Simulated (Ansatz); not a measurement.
**Pt: energy along a strain**

Pt, Im-3m, a = 3.168 Å (as given, not relaxed at this level: -10.9 GPa). This isn't the element's structure at ambient conditions. Ansatz: PBEsol, PAW, 420 eV, Γ-centred 22×22×22 mesh on 1 atom, Gaussian smearing 0.15 eV; no spin polarisation. Cell vectors (Å): -1.584 1.584 1.584; 1.584 -1.584 1.584; 1.584 1.584 -1.584. The cell is strained by x per cent times the pattern (0 0 0 0 0 1) in the order xx yy zz yz xz xy (engineering shears), with fractional coordinates held. y is the free energy over the start, V0 = 15.904 Å³/atom. Symmetry makes y even in x. Points with a strain past 8.5 % were computed too (2) and aren't used here.

| x (%) | y (meV/atom) |
| --- | --- |
| -5.00 | 17.18 |
| 0.00 | 0.00 |
| 1.25 | 1.08 |
| 2.50 | 4.31 |
| 3.75 | 9.69 |
| 6.25 | 26.77 |
| 7.50 | ? |

Task: Fit y = c2 x² + c4 x⁴ to the other rows, get the stiffness along the pattern, and predict the missing energy.

Result: Least squares on the rows shown. y = 0.69082 x² − 0.00014143 x⁴. The clamped-ion stiffness p·C·p = 2 × 6.908 eV × 160.2 / 15.904 Å³ = 139 GPa, which is C66 in these axes (C44 of the cubic crystal) (second derivative at the start, which stands under stress). At x = 7.50 the fit asked for gives 38.41 meV/atom. The run gave 38.44 meV/atom, so the fit is 0.03 meV/atom too low, a small miss on the scale of the series.

Spin–orbit coupling is left out, which can shift energies with elements as heavy as these.